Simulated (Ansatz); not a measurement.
Space group R-3:H (No. 148). a = 7.685 Å, b = 7.685 Å, c = 13.908 Å, α = 90.00°, β = 90.00°, γ = 120.00°
```json
{"atom": "Ti", "site": "18f", "symmetry": "1", "x": "0.4357", "y": "0.1290", "z": "0.2507"}
{"atom": "Ti", "site": "6c", "symmetry": "3.", "x": "0.3333", "y": "0.6667", "z": "0.3902"}
{"atom": "O", "site": "3a", "symmetry": "-3.", "x": "0.0000", "y": "0.0000", "z": "0.0000"}
{"atom": "O", "site": "18f", "symmetry": "1", "x": "0.4111", "y": "0.9102", "z": "0.3301"}
{"atom": "O", "site": "18f", "symmetry": "1", "x": "0.1842", "y": "0.9699", "z": "0.1732"}
```

Equation of state of this Ti$_{8}$O$_{13}$ structure (not necessarily the ground state), with shape and atoms relaxed at each volume where symmetry leaves them free. Level of theory: Ansatz, DFT PBEsol, scalar-relativistic, plane waves, PAW.

Cutoff 420 eV; k points 6×6×6 on the computed 21-atom cell (Γ-centred); Gaussian smearing, width 0.02 eV; no spin polarisation.

| V (Å³/atom) | E − E(largest V) (meV/atom) | P (GPa) | gap on mesh (eV) |
| --- | --- | --- | --- |
| 9.937 | 57.22 | 28.34 | 0.10 |
| 10.276 | 6.64 | 19.71 | 0.16 |
| 10.615 | -26.86 | 12.18 | 0.22 |
| 10.953 | -45.54 | 5.64 | 0.22 |
| 11.292 | -51.35 | 0.00 | 0.23 |
| 11.631 | -46.09 | -4.84 | 0.24 |
| 11.970 | -31.41 | -8.91 | 0.27 |
| 12.421 | 0.00 | -13.16 | 0.31 |

**Question.** Fit a third-order Birch–Murnaghan equation to E(V).

**Answer.** V0 = 11.29 Å³/atom, B0 = 172 GPa, B0' = 4.1.

The gaps are read on the mesh, which can miss the band edges, so they can be too wide.

Cost: 8 runs of about 67 core-minutes in all, on Oxide Virtual Turin-like Processor (Zen 5) (shared hosts).